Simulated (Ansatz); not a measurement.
BeTe:
```
CELL_PARAMETERS angstrom
      0.00000     2.67995     2.67995
      2.67995     0.00000     2.67995
      2.67995     2.67995     0.00000
ATOMIC_POSITIONS crystal
  Te 0.00000 0.00000 0.00000
  Be 0.50000 0.50000 0.50000
```

Relaxed with PBE. Special points in fractions of this cell's reciprocal vectors: Γ (0.000, 0.000, 0.000); X (0.500, 0.000, 0.500); U (0.625, 0.250, 0.625); K (0.375, 0.375, 0.750); L (0.500, 0.500, 0.500); W (0.500, 0.250, 0.750).

Task: List the band energies nearest the Fermi level at these points for PBE (plane waves, PAW; program Ansatz).

Result: In eV from the Fermi level; about four levels below and three above (degenerate sets whole), none deeper than 8.9 eV; points with the same levels are listed once.

```json
[
 {"k": "Γ", "below": "-0.26 -0.26 -0.26", "above": "3.06 6.28 6.28 6.28"},
 {"k": "X", "below": "-6.04 -3.00 -3.00 -0.93", "above": "3.10 8.84 8.84"},
 {"k": "U", "below": "-5.44 -4.99 -2.35", "above": "0.56 5.84 6.22"},
 {"k": "L", "below": "-6.77 -0.25 -0.25", "above": "2.31 2.31 2.97"},
 {"k": "W", "below": "-4.89 -4.89 -4.17", "above": "3.36 3.46 7.42 7.42"}
]
```

Space group Fm-3m (rock salt). The cell is a constructed one: a structure type filled with these elements; neither database checked (COD, Materials Project) lists it. COD files the formula under space group No. 216, so this cell is another polymorph or a model. Its standing as an ambient phase is unchecked. Symmetry was held in the PBE relaxation. At this level the phase is dynamically unstable (imaginary phonons). Spin–orbit coupling is left out wherever it is not named.

Potentials: the later of the program's two PAW sets.
